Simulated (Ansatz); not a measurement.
The cell is an ordered 8-atom cell of La3GaN4 on the wurtzite lattice (P3m1); cell and atoms were relaxed with r2SCAN. The symmetry is P3m1 (No. 156, trigonal); a = 3.898 Å, c = 11.941 Å in the conventional setting, 19.64 Å³ an atom. Ga is surrounded by 4 N at 1.88–2.28 Å; La is surrounded by 4 N at 2.38–2.48 Å; La is surrounded by 4 N at 2.34–2.51 Å; La is surrounded by 4 N at 2.39–2.48 Å; N is surrounded by 1 Ga at 1.88 Å and 3 La at 2.34 Å; N is surrounded by 4 La at 2.39–2.48 Å; N is surrounded by 4 La at 2.38–2.51 Å; N is surrounded by 3 Ga at 2.28 Å and 1 La at 2.48 Å.

```cif
data_structure
_symmetry_space_group_name_H-M 'P3m1'
_symmetry_Int_Tables_number 156
_cell_length_a 3.8977
_cell_length_b 3.8977
_cell_length_c 11.9407
_cell_angle_alpha 90.000
_cell_angle_beta 90.000
_cell_angle_gamma 120.000
_cell_volume 157.10
loop_
_atom_site_label
_atom_site_type_symbol
_atom_site_symmetry_multiplicity
_atom_site_Wyckoff_symbol
_atom_site_fract_x
_atom_site_fract_y
_atom_site_fract_z
_atom_site_occupancy
Ga1 Ga 1 b 0.33333 0.66667 0.00687 1
La1 La 1 b 0.33333 0.66667 0.49237 1
La2 La 1 c 0.66667 0.33333 0.21748 1
La3 La 1 c 0.66667 0.33333 0.76725 1
N1 N 1 b 0.33333 0.66667 0.16449 1
N2 N 1 b 0.33333 0.66667 0.69968 1
N3 N 1 c 0.66667 0.33333 0.42732 1
N4 N 1 c 0.66667 0.33333 0.97454 1
```

The questions ask for values computed with the plane-wave code Ansatz on this geometry. No magnetic order and no zero-point or thermal motion; the cell was built from a prototype and may be hypothetical.

Given (12×12×2 mesh): PBE gives no gap: the lowest nominally empty band dips 0.13 eV below the top of the last filled one (its bottom at Γ, the top at H), so the cell is a metal or semimetal at this level.

(1) Estimate the gap with PBE+SOC on 12×12×2.

(2) Estimate the gap with r2SCAN on 12×12×2.

(3) Estimate the gap with HSE06 on 6×6×2.

(4) Roughly how does the cost of the HSE06 run (6×6×2) compare with r2SCAN's (12×12×2)?

## Answers

(1) PBE+SOC gives no gap: the lowest nominally empty band dips 0.17 eV below the top of the last filled one (its bottom at Γ, the top at H), so the cell is a metal or semimetal at this level.

(2) With r2SCAN the bands overlap by 0.01 eV (counted from 1, band 33 peaks at H and band 34 bottoms out at Γ): no gap.

(3) The HSE06 gap is indirect, 0.53 eV (H to Γ), below the direct gap of 1.59 eV at K–Γ (0.90 of the way from K).

(4) About 18 times as much (6 core-minutes against 20 core-seconds, on 4 threads of AMD EPYC 9B45 (Zen 5), with other jobs on the host).

Only the levels marked +SOC include spin-orbit coupling.

The meshes of the hybrids are coarse, so their gaps aren't converged to the digits shown.
